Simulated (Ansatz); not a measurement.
Ansatz (a program for electronic structure) input:

Ansatz 0.2 input:
```yaml
crystal:
  lattice:
    - [-1.8847606777, 1.8847606777, 11.483750496]
    - [1.8847606777, -1.8847606777, 11.483750496]
    - [1.8847606777, 1.8847606777, -11.483750496]
  atoms:
    - { symbol: Y, position: [0.666090169, 0.666090169, 0.0] }
    - { symbol: Y, position: [0.333909831, 0.333909831, 0.0] }
    - { symbol: Ti, position: [0.9217064155, 0.9217064155, 0.0] }
    - { symbol: Ti, position: [0.0782935845, 0.0782935845, 0.0] }
    - { symbol: S, position: [0.7953232646, 0.7953232646, 0.0] }
    - { symbol: S, position: [0.2046767354, 0.2046767354, 0.0] }
    - { symbol: O, position: [0.0, 0.0, 0.0] }
    - { symbol: O, position: [0.9008801502, 0.4008801502, 0.5] }
    - { symbol: O, position: [0.0991198498, 0.5991198498, 0.5] }
    - { symbol: O, position: [0.4008801502, 0.9008801502, 0.5] }
    - { symbol: O, position: [0.5991198498, 0.0991198498, 0.5] }
kpoints:
  mp_grid: { grid: [10, 10, 10] }
hamiltonian:
  xc: r2scan
  pseudopotentials: { kind: paw }
scf:
  occupations: { method: fixed }
checkpoint: { read: static.run }
output: { write_density: true, elf: true, volumetric_format: npy }
basis: { fft_grid_basis: typed }
```

Output (shortened):

```
Pseudopotential: Y, paw, valence charge 11
Pseudopotential: Ti, paw, valence charge 12
Pseudopotential: S, paw, valence charge 6
Pseudopotential: O, paw, valence charge 6
Functional definition: r2SCAN
Crystal: 11 atoms, lattice volume = 163.176 Å³
Basis set: ecut = 500 eV, 4181 PW (Γ), exchange–correlation on 360×360×360 points (64 copies of the dense FFT grid, shifted against one another)
Bands: 55, of which v1, the nominal top of the filled ones, is band 44 counted from 1 (43 counted from 0)
Symmetry: 16 space group operations
Space group: I4/mmm (ITA 139), of the structure as read, at distance tolerance 5.5e-5 Å
k-points: 102 of 1000
Stability of the state it starts from, as read at its close in the unpolarized treatment …
iter 1 solved again at ethr=2.94e-8 eV; its pass at ethr=3.10e-3 eV (dr2=2.59e-5 eV) is discarded
SCF iter   1: F=—  HF=-17404.985490 eV  |F-HF|=—  |Δ(HF+E_count)|=         —  Δρ=3.50e-7  dr2=1.98e-10  dr2_τ=2.82e-11  ethr=2.94e-8  ⟨swp⟩=4.0  Hψ=36137  notcnv=0  defer=918
preconditioner: auto → Resta (q_TF=auto, 2.461 Å⁻¹)
SCF iter   2: F=-17404.985490 eV  HF=-17404.985490 eV  |F-HF|=0.00e0  |Δ(HF+E_count)|=   1.07e-8  Δρ=2.34e-7  dr2=8.90e-11  dr2_τ=3.08e-11  ethr=1.00e-12  ⟨swp⟩=12.8  Hψ=25804  notcnv=0
SCF 1 converged in 2 iterations: F = -17404.985490 eV  dr2 = 8.90e-11
SCF converged after 2 iterations
Free energy (F): -17404.985490 eV
Harris-Foulkes:  -17404.985490 eV  (|F-HF|=0.00e0)
Internal energy: -17404.985490 eV  (E = F + TS)
E sigma→0 (E₀):  -17404.985490 eV
Fermi energy:    8.679844 eV
--- Per-component energies (eV) ---
  E_band       = -723.165101
  E_kinetic    = 2256.650434
  E_local      = -6328.194544  (includes V_loc(G=0)·N_el)
  E_nonlocal   = 394.771609
  E_hartree    = 2476.656645
  E_xc         = -1082.133560
  E_vxc        = -1440.292143  (∫ρ·V_xc dr)
  E_paw        = -9810.074718  (= ΣΔE_a)
  E_vpaw       = -645.003539  (= ΣTr[D̂ρ^β])
  E_aug_tail   = 0.005180  (compensation charges beyond the density's cutoff)
  E_vtau       = 85.584895  (kinetic-family band-sum trace: ∫τ·v_τ [+ j·A + Jᵃ·Aᵃ] dr)
  E_ewald      = -5311.472477
  E_core_change = -1.194059  (= ΣΔE_core)
  E_smearing   =  0.000000  (= −TS)
  E_closure    =  0.000000  (closes the sum)
  Σ components = -17404.985490   (vs F -17404.985490, Δ=0.00e0)
  [band-id]    e_kinetic+e_local+e_nonlocal+2·e_hartree+e_vxc+e_vpaw+e_augmentation_tail+e_vtau = -723.164819   (vs E_band -723.165101, Δ=2.83e-4)
--- Band table (eV; the first three rows and the last of 102) ---
  k-point 0: bands = ["-51.4844", "-51.4822", "-34.1773", "-34.1758", "-26.8535", "-26.7531", "-26.6270", "-26.6270", "-26.6230", "-26.6230", "-13.8764", "-13.8343", "-13.4502", "-13.4502", "-13.4445", "-13.4445", "-10.7996", "-10.6651", "-10.2670", …
  k-point 1: bands = ["-51.4840", "-51.4818", "-34.1744", "-34.1730", "-26.8527", "-26.7524", "-26.6358", "-26.6357", "-26.6318", "-26.6316", "-13.8489", "-13.8178", "-13.4901", "-13.4857", "-13.4841", "-13.4798", "-10.7252", "-10.5880", "-10.2426", …
  k-point 2: bands = ["-51.4828", "-51.4806", "-34.1667", "-34.1657", "-26.8503", "-26.7505", "-26.6587", "-26.6584", "-26.6547", "-26.6539", "-13.7933", "-13.7917", "-13.5897", "-13.5828", "-13.5618", "-13.5291", "-10.5506", "-10.3859", "-10.1903", …
  k-point 101: bands = ["-51.4844", "-51.4822", "-34.1773", "-34.1758", "-26.8535", "-26.7531", "-26.6270", "-26.6270", "-26.6230", "-26.6230", "-13.8744", "-13.8365", "-13.4502", "-13.4502", "-13.4445", "-13.4445", "-10.7819", "-10.6863", "-10.2669", …
```

Cost: very roughly 100 core-seconds on shared cores.

The workflow started from a Materials Project entry (that database holds measured and hypothetical structures alike); the Crystallography Open Database copy checked does not list it. Whether it is the stable phase at ambient conditions was not checked. The cell was relaxed with r²SCAN under the symmetry of its start; whether a distortion lowers the energy is not shown. No spin polarisation was allowed. Scalar-relativistic: spin–orbit coupling is off unless named, which matters more the heavier the elements.

Potentials: the later of the program's two PAW sets.

Ansatz is a plane-wave DFT program.
